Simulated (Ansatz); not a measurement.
C (graphite, space group No. 194) at seven volumes, plane-wave PAW LDA (Ansatz code), shape and atoms relaxed at each. One row is withheld.

```
V (Å³/atom)  P (GPa)
-----------  -------
7.856           4.48
8.115           2.41
8.374              ?
8.633           0.01
8.892          -0.68
9.151          -1.07
9.410          -1.30
```

### Question
Fit the shown pressures and predict the withheld one.

### Answer
P = (3/2)B₀(x^(7/2) − x^(5/2))[1 + (3/4)(B′ − 4)(x − 1)] with x = (V₀/V)^(2/3). Least squares on the six rows gives V₀ = 8.630 Å³/atom, B₀ = 27.7 GPa, B′ = 12.65. At V = 8.374, x = 1.0203 and P = 1.00 GPa. The run itself gave 0.95 GPa.

Space group P6_3/mmc (graphite). The cell was relaxed with LDA under the symmetry of its start. A crystal of weakly bound layers computed without a dispersion correction: the cell and the soft elastic constants depend strongly on that.

Potentials: the later of the program's two PAW sets.
